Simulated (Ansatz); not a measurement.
Ansatz (a first-principles code) input:

Ansatz 0.2 input:
```yaml
crystal:
  lattice:
    - [3.2648846451, 1.8849820287, 4.7420636382]
    - [-3.2648846451, 1.8849820287, 4.7420636382]
    - [0.0, -3.7699640574, 4.7420636382]
  atoms:
    - { symbol: Sn, position: [0.5299794201, 0.5299794201, 0.5299794201] }
    - { symbol: Sn, position: [0.0299794201, 0.0299794201, 0.0299794201] }
    - { symbol: Te, position: [0.8145887447, 0.8145887447, 0.8145887447] }
    - { symbol: Te, position: [0.3145887447, 0.3145887447, 0.3145887447] }
    - { symbol: O, position: [0.3924045113, 0.1556058654, 0.6345144585] }
    - { symbol: O, position: [0.6345144585, 0.3924045113, 0.1556058654] }
    - { symbol: O, position: [0.1556058654, 0.6345144585, 0.3924045113] }
    - { symbol: O, position: [0.1345144585, 0.6556058654, 0.8924045113] }
    - { symbol: O, position: [0.6556058654, 0.8924045113, 0.1345144585] }
    - { symbol: O, position: [0.8924045113, 0.1345144585, 0.6556058654] }
kpoints:
  mp_grid: { grid: [4, 4, 4] }
  band_path:
    path:
      - [[0.0, 0.0, 0.0], [0.5, 0.5, 0.5], [0.727994522, 0.272005478, 0.5]]  # Γ-T-H_2
      - [[0.5, -0.272005478, 0.272005478], [0.5, 0.0, 0.0], [0.0, 0.0, 0.0], [0.386002739, -0.386002739, 0.0]]  # H_0-L-Γ-S_0
      - [[0.613997261, 0.0, 0.386002739], [0.5, 0.0, 0.5], [0.0, 0.0, 0.0]]  # S_2-F-Γ
      - [VBM, CBM]
    npoints: 10
basis: { xc_grid: 2 }
hamiltonian:
  xc: pbe
  pseudopotentials: { kind: paw }
magnetization: { noncollinear: true, spin_orbit: true }
scf:
  n_extra_bands: 20
  convergence: { dr2_threshold: 0.0000000001 }
  occupations: { method: gaussian, width: 0.01 }
checkpoint: { write: soc.run }
output: { eigenvalues: true }
```

Output (shortened):

```
Pseudopotential: Sn, paw_fr, valence charge 14
Pseudopotential: Te, paw_fr, valence charge 16
Pseudopotential: O, paw_fr, valence charge 6
Functional definition: PBE
non-collinear run that drives no moment, with spin-orbit …
Crystal: 10 atoms, lattice volume = 175.103 Å³
Basis set: ecut = 420 eV, 3375 PW (Γ), exchange–correlation on 90×90×90 points (8 copies of the dense FFT grid, shifted against one another)
Bands: 116, of which v1, the nominal top of the filled ones, is band 96 counted from 1 (95 counted from 0)
Symmetry: 6 space group operations + 6 with time reversal
k-points: 13 of 64 (time reversal used)
Projection manifold: j_resolved (fully-relativistic pseudo-atomic orbitals)
SCF iter   1: F=—  HF=-29418.866588 eV  |F-HF|=—  |Δ(HF+E_count)|=         —  Δρ=5.09e-2  dr2=4.43e0  dr2_m=0.00e0 (ungated)  ethr=3.10e-3  |M|=0.00e0 ∫|m|=0.00e0 μB  |m|>n=0.0e0 m-floor=0.0e0 τ_xc=0.0e0  β_m=0.30  ⟨swp⟩=6.2  Hψ=7160  notcnv=0  defer=2
preconditioner: auto → Resta (q_TF=auto, 2.468 Å⁻¹)
spin=Noncollinear: Resta preconditioning applied to the charge; magnetization (m_x, m_y, m_z) channels mix plain (no charge-response kernel on spin).
SCF iter   2: F=—  HF=-29418.095313 eV  |F-HF|=—  |Δ(HF+E_count)|=   7.71e-1  Δρ=3.47e-2  dr2=1.84e0  dr2_m=0.00e0 (ungated)  ethr=3.10e-3  |M|=0.00e0 ∫|m|=0.00e0 μB  |m|>n=0.0e0 m-floor=0.0e0 τ_xc=0.0e0  β_m=0.53  ⟨swp⟩=2.0  Hψ=1826  notcnv=0  defer=176
SCF iter   3: F=—  HF=-29417.707381 eV  |F-HF|=—  |Δ(HF+E_count)|=   3.88e-1  Δρ=1.02e-2  dr2=1.95e-1  dr2_m=0.00e0 (ungated)  ethr=1.92e-3  |M|=0.00e0 ∫|m|=0.00e0 μB  |m|>n=0.0e0 m-floor=0.0e0 τ_xc=0.0e0  β_m=0.56  ⟨swp⟩=2.8  Hψ=2439  notcnv=0  defer=176
SCF iter   4: F=—  HF=-29417.690454 eV  |F-HF|=—  |Δ(HF+E_count)|=   1.69e-2  Δρ=3.03e-3  dr2=1.42e-2  dr2_m=0.00e0 (ungated)  ethr=2.03e-4  |M|=0.00e0 ∫|m|=0.00e0 μB  |m|>n=0.0e0 m-floor=0.0e0 τ_xc=0.0e0  β_m=0.67  ⟨swp⟩=2.3  Hψ=2156  notcnv=0  defer=188
SCF iter   5: F=—  HF=-29417.696598 eV  |F-HF|=—  |Δ(HF+E_count)|=   6.14e-3  Δρ=8.95e-4  dr2=1.44e-3  dr2_m=0.00e0 (ungated)  ethr=1.47e-5  |M|=0.00e0 ∫|m|=0.00e0 μB  |m|>n=0.0e0 m-floor=0.0e0 τ_xc=0.0e0  β_m=0.83  ⟨swp⟩=2.2  Hψ=1966  notcnv=0  defer=188
SCF iter   6: F=—  HF=-29417.698390 eV  |F-HF|=—  |Δ(HF+E_count)|=   1.79e-3  Δρ=2.49e-4  dr2=1.23e-4  dr2_m=0.00e0 (ungated)  ethr=1.50e-6  |M|=0.00e0 ∫|m|=0.00e0 μB  |m|>n=0.0e0 m-floor=0.0e0 τ_xc=0.0e0  β_m=0.83  ⟨swp⟩=2.0  Hψ=2096  notcnv=0  defer=188
SCF iter   7: F=—  HF=-29417.698502 eV  |F-HF|=—  |Δ(HF+E_count)|=   1.12e-4  Δρ=6.87e-5  dr2=6.92e-6  dr2_m=0.00e0 (ungated)  ethr=1.28e-7  |M|=0.00e0 ∫|m|=0.00e0 μB  |m|>n=0.0e0 m-floor=0.0e0 τ_xc=0.0e0  β_m=0.92  ⟨swp⟩=2.0  Hψ=2588  notcnv=0  defer=188
SCF iter   8: F=—  HF=-29417.698598 eV  |F-HF|=—  |Δ(HF+E_count)|=   9.61e-5  Δρ=1.81e-5  dr2=4.74e-7  dr2_m=0.00e0 (ungated)  ethr=7.21e-9  |M|=0.00e0 ∫|m|=0.00e0 μB  |m|>n=0.0e0 m-floor=0.0e0 τ_xc=0.0e0  β_m=0.96  ⟨swp⟩=2.0  Hψ=2032  notcnv=0  defer=188
SCF iter  11: F=-29417.698598 eV  HF=-29417.698598 eV  |F-HF|=7.28e-12  |Δ(HF+E_count)|=  4.00e-10  Δρ=1.91e-7  dr2=4.27e-11  dr2_m=0.00e0 (ungated)  ethr=1.00e-12  |M|=0.00e0 ∫|m|=0.00e0 μB  |m|>n=0.0e0 m-floor=0.0e0 τ_xc=0.0e0  ⟨swp⟩=10.6  Hψ=6755  notcnv=0
SCF 1 converged in 11 iterations: F = -29417.698598 eV  dr2 = 4.27e-11
NSCF: frozen V_eff on 32 k-points
NSCF: frozen V_eff on 32 k-points
NSCF: frozen V_eff on 32 k-points
NSCF: frozen V_eff on 32 k-points
NSCF: frozen V_eff on 8 k-points
NSCF: frozen V_eff on 3 k-points
NSCF: frozen V_eff on 10 k-points
NSCF: frozen V_eff on 6 k-points
NSCF: frozen V_eff on 2 k-points
NSCF: frozen V_eff on 7 k-points
NSCF: frozen V_eff on 6 k-points
NSCF: frozen V_eff on 2 k-points
NSCF: frozen V_eff on 7 k-points
NSCF: frozen V_eff on 6 k-points
NSCF: frozen V_eff on 14 k-points
NSCF: frozen V_eff on 2 k-points
NSCF: frozen V_eff on 84 k-points
SCF converged after 11 iterations
Magnetization: |M| = 0.0000 μB,  M = (+0.0000, +0.0000, +0.0000) μB
Absolute magnetization: 0.0000 μB (∫|m|)
  site 0: m = (+0.0000, +0.0000, +0.0000) μB, |m| = 0.0000 μB  (R = 1.03 Å)
  site 1: m = (+0.0000, +0.0000, +0.0000) μB, |m| = 0.0000 μB  (R = 1.03 Å)
  site 2: m = (+0.0000, +0.0000, +0.0000) μB, |m| = 0.0000 μB  (R = 0.80 Å)
  site 3: m = (+0.0000, +0.0000, +0.0000) μB, |m| = 0.0000 μB  (R = 0.80 Å)
  site 4: m = (+0.0000, +0.0000, +0.0000) μB, |m| = 0.0000 μB  (R = 0.80 Å)
  site 5: m = (+0.0000, +0.0000, +0.0000) μB, |m| = 0.0000 μB  (R = 0.80 Å)
  site 6: m = (+0.0000, +0.0000, +0.0000) μB, |m| = 0.0000 μB  (R = 0.80 Å)
  site 7: m = (+0.0000, +0.0000, +0.0000) μB, |m| = 0.0000 μB  (R = 0.80 Å)
  site 8: m = (+0.0000, +0.0000, +0.0000) μB, |m| = 0.0000 μB  (R = 0.80 Å)
  site 9: m = (+0.0000, +0.0000, +0.0000) μB, |m| = 0.0000 μB  (R = 0.80 Å)
Free energy (F): -29417.698598 eV
Harris-Foulkes:  -29417.698598 eV  (|F-HF|=7.28e-12)
Internal energy: -29417.698598 eV  (E = F + TS)
E sigma→0 (E₀):  -29417.698598 eV
Fermi energy:    8.570763 eV
--- Per-component energies (eV) ---
  E_band       = -835.829041
  E_kinetic    = 1777.999350
  E_local      = -7023.476377  (includes V_loc(G=0)·N_el)
  E_nonlocal   = -397.233036
  E_hartree    = 3720.749476
  E_xc         = -1457.743962
  E_vxc        = -964.902762  (∫ρ·V_xc dr)
  E_paw        = -18546.492640  (= ΣΔE_a)
  E_vpaw       = -1669.729349  (= ΣTr[D̂ρ^β])
  E_aug_tail   = 0.014105  (compensation charges beyond the density's cutoff)
  E_ewald      = -7491.515514
  E_smearing   =  0.000000  (= −TS)
  E_closure    = 0.000000  (closes the sum)
  Σ components = -29417.698598   (vs F -29417.698598, Δ=0.00e0)
  [band-id]    e_kinetic+e_local+e_nonlocal+2·e_hartree+e_vxc+e_vpaw+e_augmentation_tail = -835.829117   (vs E_band -835.829041, Δ=-7.59e-5)
--- Band table (eV; the first three rows and the last of 13) ---
  k-point 0: bands = ["-31.2936", "-31.2936", "-31.2927", "-31.2927", "-31.1980", "-31.1980", "-31.1972", "-31.1972", "-29.8508", "-29.8508", "-29.8496", "-29.8496", "-29.7818", "-29.7818", "-29.7801", "-29.7801", "-29.7177", "-29.7177", "-29.7174", …
  k-point 1: bands = ["-31.2935", "-31.2934", "-31.2928", "-31.2928", "-31.1979", "-31.1978", "-31.1973", "-31.1973", "-29.8506", "-29.8506", "-29.8498", "-29.8498", "-29.7816", "-29.7815", "-29.7804", "-29.7804", "-29.7177", "-29.7176", "-29.7175", …
  k-point 2: bands = ["-31.2931", "-31.2931", "-31.2931", "-31.2931", "-31.1976", "-31.1976", "-31.1975", "-31.1975", "-29.8502", "-29.8502", "-29.8502", "-29.8502", "-29.7810", "-29.7810", "-29.7809", "-29.7809", "-29.7176", "-29.7176", "-29.7175", …
  k-point 12: bands = ["-31.2932", "-31.2932", "-31.2930", "-31.2930", "-31.1976", "-31.1976", "-31.1976", "-31.1976", "-29.8502", "-29.8502", "-29.8502", "-29.8502", "-29.7811", "-29.7811", "-29.7808", "-29.7808", "-29.7175", "-29.7175", "-29.7175", …
```

Cost: around 17 core-minutes (rough) on shared cores.

Space group R3c. The start of the workflow was typed in or built on a structure type; neither database checked (COD, Materials Project) lists it. Its standing as an ambient phase is unchecked. The cell was relaxed with PBE under the symmetry of its start; whether a distortion lowers the energy is not shown. The volume moved by 33 % from the start of the relaxation.

Potentials: the later of the program's two PAW sets.

Ansatz is a plane-wave DFT program.
